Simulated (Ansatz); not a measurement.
InBi:
```cif
data_Bi2In2
_chemical_formula_sum 'In2 Bi2'
_space_group_name_H-M_alt 'P4/nmm :1'
_space_group_IT_number 129
_space_group_name_Hall 'P 4ab 2ab -1ab'
_cell_length_a 4.86117
_cell_length_b 4.86117
_cell_length_c 5.35256
_cell_angle_alpha 90.000
_cell_angle_beta 90.000
_cell_angle_gamma 90.000
loop_
_space_group_symop_operation_xyz
  'x, y, z'
  '-y+1/2, x+1/2, z'
  '-x, -y, z'
  'y+1/2, -x+1/2, z'
  'x+1/2, -y+1/2, -z'
  '-y, -x, -z'
  '-x+1/2, y+1/2, -z'
  'y, x, -z'
  '-x+1/2, -y+1/2, -z'
  'y, -x, -z'
  'x+1/2, y+1/2, -z'
  '-y, x, -z'
  '-x, y, z'
  'y+1/2, x+1/2, z'
  'x, -y, z'
  '-y+1/2, -x+1/2, z'
loop_
_atom_site_label
_atom_site_type_symbol
_atom_site_symmetry_multiplicity
_atom_site_Wyckoff_symbol
_atom_site_fract_x
_atom_site_fract_y
_atom_site_fract_z
_atom_site_occupancy
In1 In 2 a 0.00000 0.00000 0.00000 1
Bi1 Bi 2 c 0.50000 0.00000 0.35431 1
```

Relaxed at zero pressure with the program Ansatz at the r²SCAN level (PAW).

Problem. The volume is lowered by 6 % and shape and atoms relax at that volume. What pressure results, and how do the axes share the change?

Solution. 2.0 GPa; a -0.1 %, b -0.1 %, c -5.8 %; the energy rises by 11 meV/atom.

Problem. Give the new structure.

Solution. 
Space group P4/nmm, origin choice 1 (No. 129); a = b = 4.8572 Å, c = 5.0397 Å, α = β = γ = 90.00°

```csv
atom,site,symmetry,x,y,z
In,2a,-4m2,0.0000,0.0000,0.0000
Bi,2c,4mm,0.5000,0.0000,0.3734
```

The phase is kept; no other phase was compared at this pressure.

The workflow started from a Materials Project entry (that database holds measured and hypothetical structures alike); the Crystallography Open Database files this formula in space group No. 129, but the cells were not matched. Its standing as an ambient phase is unchecked. The cell was relaxed with r²SCAN under the symmetry of its start; its stability against distortions is not shown here. Axis ratios of metals converge slowly with the k-mesh, so a and c are less sure than the volume. Scalar-relativistic: spin–orbit coupling is off unless named, which matters more the heavier the elements.

Potentials: the later of the program's two PAW sets.
